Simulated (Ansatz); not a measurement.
ZnS in space group P4_2/mmc (No. 131; Zn on 2c, S on 2e) at seven volumes, PBE (plane waves, PAW; program Ansatz), shape and atoms relaxed at each. One row is withheld.

```csv
V (Å³/atom),P (GPa)
19.495,6.12
20.138,3.74
20.781,1.74
21.424,0.00
22.066,-1.55
22.709,-2.85
23.352,?
```

Problem. Fit the shown pressures and predict the withheld one.

Solution. P = (3/2)B₀(x^(7/2) − x^(5/2))[1 + (3/4)(B′ − 4)(x − 1)] with x = (V₀/V)^(2/3). Least squares on the six rows gives V₀ = 21.416 Å³/atom, B₀ = 54.4 GPa, B′ = 3.80. At V = 23.352, x = 0.9439 and P = -3.99 GPa. The run itself gave -3.87 GPa.

A made-up cell: these elements were put on the sites of a structure type; neither database checked (COD, Materials Project) lists it. It is not the phase usual at ambient conditions (space group No. 186, 216). Symmetry was held in the PBE relaxation; whether a distortion lowers the energy is not shown.

Potentials: the later of the program's two PAW sets.
